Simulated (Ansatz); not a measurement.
Ge (diamond)

```
Ge
1.0
    0.00000     2.83635     2.83635
    2.83635     0.00000     2.83635
    2.83635     2.83635     0.00000
Ge
2
Direct
  0.50000   0.50000   0.50000
  0.75000   0.75000   0.75000
```

E(V) scan at fixed shape, V₀ the volume above. Symmetry pins the atoms to their sites.

The numbers are results of r2SCAN (plane waves to 500 eV, PAW, scalar-relativistic; Ansatz, a quantum-chemistry and plane-wave program), not measurements. k mesh 10×10×10 (Γ-centred), Fermi-Dirac smearing 0.05 eV. The energy includes the smearing's −TS. Stress and pressure are positive under compression. Ge was relaxed with its symmetry unable to fall. The PAW data are Ansatz's earlier set. ΔE is measured from the relaxed starting cell. The last digit holds for this mesh only.

| V (Å³/atom) | ΔE (meV/atom) |
|---|---|
| 19.167 | 182.1 |
| 20.080 | 93.9 |
| 20.993 | 38.4 |
| 21.905 | 8.9 |
| 22.818 | 0.0 |
| 23.731 | 7.4 |
| 24.643 | withheld |
| 25.556 | 58.1 |
| 26.469 | 96.6 |

Problem. Fit a third-order Birch-Murnaghan form (E₀, V₀, B₀, B₀′ free) to the given rows and predict ΔE at V = 24.643.

Solution. Least squares on the 8 given rows: ΔE = E₀ + (9V₀B₀/16)·y²·[2 + (B₀′ − 4)y], y = (V₀/V)^(2/3) − 1, with V₀ = 22.828 Å³/atom, B₀ = 70.92 GPa (160.2 GPa = 1 eV/Å³; the term in eV is multiplied by 1000), B₀′ = 4.79, E₀ = 0.02 meV/atom; root-mean-square residual 0.05 meV/atom. At 24.643 the fit gives 27.6 meV/atom; the calculation gives 27.6 meV/atom, the same to the digits shown. For the pressure the fit gives -4.5 GPa against the computed -4.5 GPa.

(Under strain, the slope of the energy per volume gives the stress and its curvature an elastic modulus.)
